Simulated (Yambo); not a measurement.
G0W0@PBEsol for Rb2PtC2 (space group P-3m1, No. 164) in Yambo. Reference settings: 3×3×2 Γ-centred k mesh, bands 5 to 241 and a 8 Ry block in the screening, 241 bands in G with the Bruneval-Gonze terminator, plasmon pole fitted at 27.2 eV. The PBEsol gap A → (0, 0.333, -0.5) on this mesh is 1.24 eV; G0W0 gaps are taken between the same points.

The settings were changed. The gap went from 2.08 eV to 2.08 eV, and the shift of the valence edge from -0.49 eV to -0.34 eV.

Problem. What was changed between the two runs?
(A) pole fitted at 55 eV
(B) 3 Ry block
(C) 152 bands in G, no terminator
(D) 108 bands in W

Solution. D, 108 bands in W. The others gave (gap, valence shift): pole fitted at 55 eV: 2.10, -0.59 eV; 3 Ry block: 1.95, -0.28 eV; 152 bands in G, no terminator: 1.91, -0.16 eV.

Spin-orbit coupling is not included.

Geometry of the Materials Project entry, not relaxed at this level; primitive cell a = 5.4059 Å, b = 5.4059 Å, c = 5.2008 Å, α = 90.00°, β = 90.00°, γ = 120.00°.

A shift is the quasiparticle energy of the state minus its PBEsol energy.
